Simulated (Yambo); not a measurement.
Yambo run on N (space group Pa-3, No. 205). The wavefunctions come from this Quantum ESPRESSO step (PBEsol, PseudoDojo standard norm-conserving files, scalar-relativistic):

```
&CONTROL
  calculation = 'nscf'
  pseudo_dir = './pseudo'
  outdir = './out'
/
&SYSTEM
  ibrav = 0
  nat = 8
  ntyp = 1
  ecutwfc = 84.0
  ecutrho = 336.0
  occupations = 'fixed'
  force_symmorphic = .true.
  nbnd = 307
/
&ELECTRONS
  conv_thr = 8e-09
  diago_full_acc = .true.
  diago_thr_init = 1e-08
/
ATOMIC_SPECIES
N 14.0070 N.upf
CELL_PARAMETERS angstrom
  5.560520000000   0.000000000000   0.000000000000
  0.000000000000   5.560520000000   0.000000000000
  0.000000000000   0.000000000000   5.560520000000
ATOMIC_POSITIONS crystal
N   0.057400000000   0.057400000000   0.057400000000
N   0.942600000000   0.942600000000   0.942600000000
N   0.442600000000   0.942600000000   0.557400000000
N   0.557400000000   0.057400000000   0.442600000000
N   0.557400000000   0.442600000000   0.942600000000
N   0.442600000000   0.557400000000   0.057400000000
N   0.942600000000   0.557400000000   0.442600000000
N   0.057400000000   0.442600000000   0.557400000000
K_POINTS automatic
2 2 2 0 0 0
```

Yambo input:

```
rim_cut
gw0
dyson
el_el_corr
HF_and_locXC
ppa
em1d
RandQpts= 1000000
RandGvec= 1 Ry
EXXRLvcs= 84 Ry
VXCRLvcs= 336 Ry
Chimod= "HARTREE"
% BndsRnXp
 1 | 304 |
%
NGsBlkXp= 8 Ry
% LongDrXp
 1.0 | 1.0 | 1.0 |
%
PPAPntXp= 27.2114 eV
% GbndRnge
 1 | 304 |
%
GTermKind= "BG"
DysSolver= "n"
ExtendOut
% QPkrange
 1 | 1 | 20 | 21 |
 2 | 2 | 20 | 21 |
 3 | 3 | 20 | 21 |
 4 | 4 | 20 | 21 |
%
```

k points by index: 1 = Γ, 2 = X, 3 = M, 4 = R.

Resulting energies as the program prints them:

```
#    K-point    Band    Eo [eV]    E [eV]    E-Eo [eV]    Vxc [eV]    Vnlxc [eV]    Sc|Eo [eV]    Sc|E [eV]    dSc/dw|Eo [eV]    Re(Z)    Im(Z)
#
    1    20    -0.029547    -3.089191    -3.059644    -17.27213    -23.71100    2.804203    3.379224    -5.113866    0.841799    -0.909512E-3
    1    21    7.211273    10.45540    3.244126    -13.61822    -7.843966    -2.045992    -2.530125    -4.060775    0.870147    -0.772235E-3
    2    20    0.000000    -3.052541    -3.052541    -17.36280    -23.78973    2.799343    3.374387    -5.125974    0.841483    -0.911621E-3
    2    21    7.482927    10.87910    3.396176    -14.29105    -8.238678    -2.130633    -2.656196    -4.210920    0.865989    -0.798117E-3
    3    20    -0.172396    -3.256945    -3.084548    -17.12509    -23.49166    2.706317    3.282022    -5.078625    0.842717    -0.886018E-3
    3    21    7.855301    11.46414    3.608843    -15.12527    -8.694672    -2.236974    -2.821749    -4.409229    0.860558    -0.864744E-3
    4    20    -0.254187    -3.369217    -3.115030    -16.89651    -23.37199    2.780443    3.360455    -5.066555    0.843033    -0.879425E-3
    4    21    7.854452    11.47435    3.619897    -15.17274    -8.732120    -2.233269    -2.820725    -4.415920    0.860376    -0.837276E-3
```
(The two width columns are left out.) Convergence of these settings isn't established.

Geometry of the Materials Project entry, not relaxed at this level.
